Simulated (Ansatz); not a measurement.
# TiPd: do energies and stresses tell the same story?

Level of theory: DFT r2SCAN, scalar-relativistic, plane waves, PAW in Ansatz.

Cutoff 500 eV; k points 10×16×10 on the computed 4-atom cell (Γ-centred); Gaussian smearing, width 0.10 eV; no spin polarisation.

Relaxed cell: Pmma, a = 4.567 Å, b = 2.774 Å, c = 4.874 Å, α = 90.00°, β = 90.00°, γ = 90.00°, 4 atoms in the primitive cell. Whether it is the stable form of this composition wasn't checked.

Energies at zero smearing and pressures from the stress tensor, at volumes with shape and atoms relaxed:
| V (Å³/atom) | E − E(first) (meV/atom) | P (GPa) |
| --- | --- | --- |
| 14.509 | 0.00 | 11.84 |
| 14.972 | -24.60 | 5.42 |
| 15.435 | -32.14 | 0.00 |
| 15.898 | -25.29 | -4.58 |
| 16.361 | -6.33 | -8.43 |

Task: Check P = −dE/dV between neighbouring volumes, and get the bulk modulus from the pressures alone.

Result: With 1 eV/Å³ = 160.2 GPa:
```csv
middle V (Å³/atom),−ΔE/ΔV (GPa),mean P (GPa)
14.741,8.511,8.631
15.204,2.610,2.710
15.667,-2.370,-2.292
16.130,-6.560,-6.504
```

The two differ by 0.12 GPa at most. The mean of two end pressures misses the average over a step by about ΔV² P″/12, up to 0.09 GPa here; with that taken off 0.03 GPa remains. The stress is the derivative of the free energy, not of the energy at zero smearing, and with free energies 0.01 GPa remains. Around V = 15.435 Å³/atom, the two neighbours give B = −V ΔP/ΔV = 15.435 × 10.00 / 0.926 = 166.7 GPa, against B0 = 165.5 GPa from the Birch–Murnaghan fit of the energies.

Cost: 6 runs of about 8.7 core-minutes in all, on AMD EPYC 9R45 (Zen 5) (shared hosts).